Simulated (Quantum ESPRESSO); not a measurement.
AlP is taken in the cubic space group F-43m (No. 216), the zinc blende structure, Pearson symbol cF8. Cell: a = b = c = 5.4698 Å, α = β = γ = 90.00°. Al on 4a sees 4 P at 2.368 Å (tetrahedral). P on 4d is surrounded by 4 Al at 2.368 Å (tetrahedral). (Neighbours: up to the widest gap in distance over summed covalent radii, below 1.35, at either atom.)
(The calculation used a cell of 2 atoms; values per cell refer to that cell.)

Cell and atoms were relaxed with PBEsol from Materials Project entry mp-1550, within its symmetry.

### Question
What does PBEsol (Quantum ESPRESSO, PseudoDojo norm-conserving, 44 Ry, no spin-orbit coupling) give for the electronic structure near the Fermi level?

### Answer
The PBEsol gap is indirect, 1.45 eV, from Γ to X; the smallest direct gap is 3.13 eV.
